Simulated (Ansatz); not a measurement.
Here is the system:

TaS₂:
```
CELL_PARAMETERS angstrom
      3.29093     0.00000     0.00000
     -1.64546     2.85003     0.00000
      0.00000     0.00000     5.72208
ATOMIC_POSITIONS crystal
  Ta 0.00000 0.00000 0.00000
  S  0.33333 0.66667 0.26862
  S  0.66667 0.33333 0.73138
```

This is the LDA-relaxed structure. Cartesian axes are those of the cell as given.

**Question.** All from LDA in the plane-wave PAW code Ansatz, unless another level is named. Estimate the Debye temperature from the elastic constants.

**Answer.** 297 K.

**Question.** Give the highest zone-centre frequency.

**Answer.** 378 cm^-1.

**Question.** Give the elastic constants (relaxed ions, GPa).

**Answer.** C11 = 193, C12 = 35.0, C13 = 14.2, C14 = -8.1, C33 = 60.0, C44 = 23.1.

Space group P-3m1 (CdI2 type). The cell was relaxed with LDA under the symmetry of its start; of distortions, only those at the zone centre were tested. The run is not spin-polarised. The volume moved by -17 % from the start of the relaxation. A crystal of weakly bound layers computed without a dispersion correction: the cell and the soft elastic constants depend strongly on that. With an odd number of electrons in the cell and no spin polarisation, the count alone makes it a metal. As this level gives no gap, shear constants depend on the k-mesh and smearing (Fermi–Dirac, 0.1 eV here). As this level gives no gap, phonon frequencies hold no LO–TO term and depend on the k-mesh and smearing (Fermi–Dirac, 0.1 eV here). Scalar-relativistic: spin–orbit coupling is off unless named, which matters more the heavier the elements.

Potentials: the later of the program's two PAW sets.
